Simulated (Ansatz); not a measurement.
## Structure search: one Si2C candidate

Level of theory: DFT PBE, scalar-relativistic, plane waves, PAW in Ansatz. Cutoff 420 eV, Gaussian smearing, Γ-centred meshes. Cell and atoms relax first on a coarse mesh and then on a finer one. In between, the cell is made exact in the group found at 0.06 Å. In metals the finer mesh still leaves noise of several meV/atom or more. The steps can't lower the symmetry of their start. No spin polarisation in the relaxation; trial moments died out in a coarse test.

The guess for Si2C was made by a generator: 3-, 4-connected net, elements by coordination (P3_112, No. 151). Lengths were set from tabulated atomic sizes, so they are only a guess.

```
Si C
1.0
     4.39975    0.00000    0.00000
    -2.19987    3.81029    0.00000
     0.00000    0.00000    5.16118
Si C
6 3
Direct
  0.16223 0.24672 0.31595
  0.75328 0.91551 0.64928
  0.08449 0.83777 0.98261
  0.75328 0.83777 0.35072
  0.08449 0.24672 0.01739
  0.16223 0.91551 0.68405
  0.61105 0.38895 0.33333
  0.61105 0.22211 0.66667
  0.77789 0.38895 0.00000
```

The zero of energy is the elements' standard structures at the same level; no fitted shifts are applied.

Task: Which structure results?

Result: The symmetry stays P3_112 (No. 151). The volume per atom grows by 48.7 %, from 9.6 to 14.3 Å³. The shortest distance goes from 1.58 Å (Si–Si) to 1.47 Å (C–C). The ratio c/a of the conventional cell changes by a factor of 0.53. The energy falls by about 4.4 eV/atom (the start's value is from the coarse mesh). Conventional cell: a = 6.217 Å, c = 3.843 Å. Around Si lie 1 C at 2.08 Å, 3 Si at 2.31–2.46 Å, 1 Si at 2.62 Å and 1 C at 2.62 Å; C is surrounded by 2 C at 1.47 Å, 2 Si at 2.08 Å and 2 Si at 2.62 Å.

```
Si C
1.0
     6.21688    0.00000    0.00000
    -3.10844    5.38398    0.00000
     0.00000    0.00000    3.84318
Si C
6 3
Direct
  0.27172 0.31576 0.40475
  0.68424 0.95596 0.73808
  0.04404 0.72828 0.07141
  0.68424 0.72828 0.26192
  0.04404 0.31576 0.92859
  0.27172 0.95596 0.59525
  0.62794 0.37206 0.33333
  0.62794 0.25588 0.66667
  0.74412 0.37206 0.00000
```

Task: Give its energy and gap.

Result: The formation energy is +0.79 eV/atom. The gap on the 6×6×10 mesh of the 9-atom cell is 0 eV (a metal).

It can't be a ground state, since the elements alone are lower.

The last run used Gaussian smearing of 0.10 eV. The reference form of C is held partly by dispersion forces, which this level lacks. Symmetry constrained the relaxation, so the result can be a saddle point. In all, the 3 runs took 5.5 min on 1 thread of Arm Neoverse V1 (shared host).
